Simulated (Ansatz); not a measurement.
# SnO: from a starting cell to a relaxed one

The start is a relaxed SnO cell, doubled along one cell vector, shaken by Gaussian noise of σ = 0.08 Å a coordinate. The structure is fully relaxed (lattice and positions, P = 0) with r2SCAN (plane waves to 500 eV, PAW, scalar-relativistic; Ansatz, a program for electronic structure). The first steps use a coarse 3×6×5 k-mesh.

The start:
```yaml
crystal:
  lattice:
    - [7.61502, 0.00000, 0.00000]
    - [0.00000, 3.80751, 0.00000]
    - [0.00000, 0.00000, 4.93956]
  atoms:
    - { symbol: Sn, position: [0.01104, 0.47592, 0.71205] }
    - { symbol: Sn, position: [0.47774, 0.49481, 0.74150] }
    - { symbol: Sn, position: [0.25977, 0.00848, 0.29055] }
    - { symbol: Sn, position: [0.75247, 0.99915, 0.27088] }
    - { symbol: O, position: [0.25255, 0.54672, 0.49735] }
    - { symbol: O, position: [0.74945, 0.50712, 0.48576] }
    - { symbol: O, position: [0.00400, 0.03751, 0.50842] }
    - { symbol: O, position: [0.49719, 0.96402, 0.51207] }
```

```json
{
  "initial_pressure": "+6.1 GPa (positive: the cell is compressed)",
  "largest_initial_force": "3.52 eV/Å, on Sn1 (atoms numbered as listed)",
  "relative_to_the_parent": "It relaxes back to the parent, P4/nmm (No. 129)",
  "band_gap_at_the_end": "0.37 eV, indirect (valence top at Γ, conduction bottom at M) (no spin-orbit coupling)",
  "optimiser_moves": "4"
}
```

Final values are on a 9×9×7 k-mesh of the relaxed cell. No spin polarisation in the result.

The first start was generated by placing the elements on the sites of a structure type. A measured structure of SnO has the same space group, P4/nmm (No. 129); the sites were not compared with it.
